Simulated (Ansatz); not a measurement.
Notes on AlH₃

```
CELL_PARAMETERS angstrom
2.24145 3.88231 0.00000
-2.24145 3.88231 0.00000
0.00000 -2.58820 3.96429
ATOMIC_POSITIONS crystal
Al 0.00000 0.00000 0.00000
Al 0.50000 0.50000 0.50000
H 0.87800 0.62200 0.75000
H 0.25000 0.87800 0.75000
H 0.62200 0.25000 0.75000
H 0.12200 0.37800 0.25000
H 0.75000 0.12200 0.25000
H 0.37800 0.75000 0.25000
```

Level: r2SCAN, no spin polarisation; 500 eV; 7×7×7 Γ-centred mesh; fermi-dirac occupations (width 0.1 eV); Ansatz 0.2.0, fixed geometry.

(1) Where is the largest force?

(2) How is the charge shared?

(3) Which orbitals make up the band edges?

(4) Is the cell too large or too small?

(5) What is the band gap?

(6) What is the formation energy?

Origin: a database entry at a rescaled volume.

Results:

(1) The largest is on H3 (and as large on other atoms): 0.09 eV/Å, components (-0.09, 0.00, 0.00). It makes 71° with the line to a nearest neighbour, Al1 at 1.73 Å.

(2) Bader charges in e: Al +2.37, H -0.79. In the mean Al gives up most and H takes most.

(3) Within 0.7 eV of the edges, the states project mainly on H s (87 %) below the gap and on Al s (86 %) above it.

(4) The pressure is -2.6 GPa (compression positive), so with the atoms held at these fractions the cell would first shrink.

(5) The gap is 2.78 eV, indirect (the least direct gap found is 2.88 eV).

(6) -0.07 eV an atom against the elements' usual phases (free molecules for gases, crystals otherwise, with no correction for O₂ or N₂), so it is bound against them; other compounds may still compete. Relaxing would lower it.
